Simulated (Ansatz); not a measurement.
YN:
Space group Fm-3m (No. 225); a = 4.896 Å, b = 4.896 Å, c = 4.896 Å, α = 90.00°, β = 90.00°, γ = 90.00°

| atom | site | symmetry | x | y | z |
|---|---|---|---|---|---|
| Y | 4a | m-3m | 0.0000 | 0.0000 | 0.0000 |
| N | 4b | m-3m | 0.5000 | 0.5000 | 0.5000 |
(The calculation used a cell of 2 atoms; values per cell refer to that cell.)

Relaxed with r²SCAN.

**Question.** Tabulate the valence density and the electron localisation function along the shortest Y–N contact (2.45 Å), r²SCAN (plane waves, PAW; program Ansatz).

**Answer.** 

```tsv
distance from Y (Å)	density (e/Å³)	ELF
0.24	3.20	0.58
0.37	3.52	0.76
0.49	3.32	0.84
0.61	2.65	0.87
0.73	1.83	0.84
0.86	1.11	0.73
0.98	0.65	0.43
1.10	0.41	0.18
1.22	0.34	0.14
1.35	0.36	0.28
1.47	0.47	0.55
1.59	0.67	0.74
1.71	1.00	0.81
1.84	1.54	0.81
1.96	2.34	0.75
2.08	3.08	0.56
2.20	3.38	0.27
```

The density is the valence pseudo-density with augmentation charge, so density and ELF within about 1 Å of a nucleus are not all-electron values.

The cell was relaxed with r²SCAN under the symmetry of its start. No spin polarisation was allowed.

Potentials: the earlier of the program's two PAW sets.
